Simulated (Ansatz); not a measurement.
Method: PBE, no spin polarisation; PAW, plane waves to 420 eV, 10×10×10 Γ-centred mesh, fermi-dirac occupations (width 0.1 eV) (Ansatz 0.2.0), atoms fixed.

Computed maps in the lattice plane spanned by a (left to right, 3.59 Å, 11 points from zero) and b (bottom to top, 3.59 Å, 11 points from zero), 90° apart, at height 0.000 along c. The fields are smooth PAW ones with compensation charges, not the true ones near nuclei.

Valence density. Digits on a logarithmic scale: 0 up to 0.03 e/Å³, each further digit a factor of 1.6, 9 from 1.3 e/Å³ up:
```
22369999632
43357997533
76534554356
99742222479
99952112599
99952112599
99742222479
76534554356
43357997533
22369999632
22479999742
```

ELF. Ten even steps from '0' (0.01) to '9' (0.82):
```
00179999710
21028998201
87201551027
99810000189
69950000599
69950000599
99810000189
87201551027
21028998201
00179999710
00289669820
```

Question: The cell is ZrGaF. Which atoms lie within 0.2 Å of this plane, and where (fractions of a and b)?

Answer: F at (0.50, 0.00), F at (0.00, 0.50). The whole cell:
```yaml
crystal:
  lattice:
    - [0.00000, 3.59193, 0.00000]
    - [3.59193, 0.00000, 0.00000]
    - [1.79597, 1.79597, -7.00904]
  atoms:
    - { symbol: Zr, position: [0.32097, 0.32097, 0.35806] }
    - { symbol: Zr, position: [0.67903, 0.67903, 0.64194] }
    - { symbol: F, position: [0.50000, 0.00000, 0.00000] }
    - { symbol: F, position: [0.00000, 0.50000, 0.00000] }
    - { symbol: Ga, position: [0.13029, 0.13029, 0.73942] }
    - { symbol: Ga, position: [0.86971, 0.86971, 0.26058] }
```

Origin: a known structure type with other elements, at an estimated volume, so it need not be a known compound. Caveats: many states at the Fermi level without spin polarisation, so a magnetic state may lie lower; atoms or cell far from equilibrium.
